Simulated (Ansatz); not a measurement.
The relaxed structure here is a generated cell of MgF2: the first start was made by a random draw of sites in a space group, and the end was not matched to a known phase here, so it may be hypothetical. Known forms of MgF2 include space group No. 136.

A relaxed structure of MgF$_{2}$. Space group P-31m (No. 162), AFLOW prototype AB2_hP9_162_ad_k (as in V2N). These are PBE (plane waves to 420 eV, PAW, scalar-relativistic; Ansatz, a first-principles code) values and carry that method's errors.

```cif
data_F6Mg3
_chemical_formula_sum 'F6 Mg3'
_space_group_name_H-M_alt 'P 1'
_space_group_IT_number 1
_cell_length_a 5.10836
_cell_length_b 5.10836
_cell_length_c 4.46234
_cell_angle_alpha 90.000
_cell_angle_beta 90.000
_cell_angle_gamma 120.000
loop_
_space_group_symop_operation_xyz
  'x, y, z'
loop_
_atom_site_label
_atom_site_type_symbol
_atom_site_fract_x
_atom_site_fract_y
_atom_site_fract_z
_atom_site_occupancy
F1 F 0.33281 0.00000 0.76075 1
F2 F 0.00000 0.33281 0.76075 1
F3 F 0.66719 0.66719 0.76075 1
F4 F 0.66719 0.00000 0.23925 1
F5 F 0.00000 0.66719 0.23925 1
F6 F 0.33281 0.33281 0.23925 1
Mg1 Mg 0.00000 0.00000 0.50000 1
Mg2 Mg 0.33333 0.66667 0.00000 1
Mg3 Mg 0.66667 0.33333 0.00000 1
```

Q: Estimate the band gap that PBE returns for this input.

A: 6.83 eV, direct at Γ (no spin-orbit coupling).

No spin polarisation in the result.

It was reached from a disturbed copy of a P6/mmm (No. 191) cell, against which it lies -1.155 eV/atom.
